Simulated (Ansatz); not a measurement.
CaF₂, in the lowest among the structures calculated here: Fm-3m (No. 225), cF12, fluorite type; a = b = c = 5.439 Å, α = β = γ = 90.00°; Ca 4a (0.000, 0.000, 0.000); F 8c (0.250, 0.250, 0.250). Level of theory: r2SCAN (plane waves to 500 eV, PAW, scalar-relativistic; Ansatz, a quantum-chemistry and plane-wave program). Element references, the lowest calculated here: Ca (Fm-3m), F (R-3m, a generated molecular cell); gases are represented by their molecular solids.

Total energies (eV/atom, σ → 0; comparable only within this code, potentials and settings):

```json
[
 {"phase": "CaF2 (Fm-3m)", "E (eV/atom)": "-1149.373"},
 {"phase": "Ca (Fm-3m)", "E (eV/atom)": "-1821.674"},
 {"phase": "F (R-3m)", "E (eV/atom)": "-806.898"}
]
```

Question: What is the formation energy of this Fm-3m form of CaF2 from the elements?

Answer: E_f = -1149.373 − [1 × (-1821.674) + 2 × (-806.898)] / 3 = -4.22 eV/atom (-12.6 eV per formula unit).

Static energies, no anion corrections, no zero-point energy. Values are rounded to 0.01 eV/atom. The compounds carry no spin polarisation.
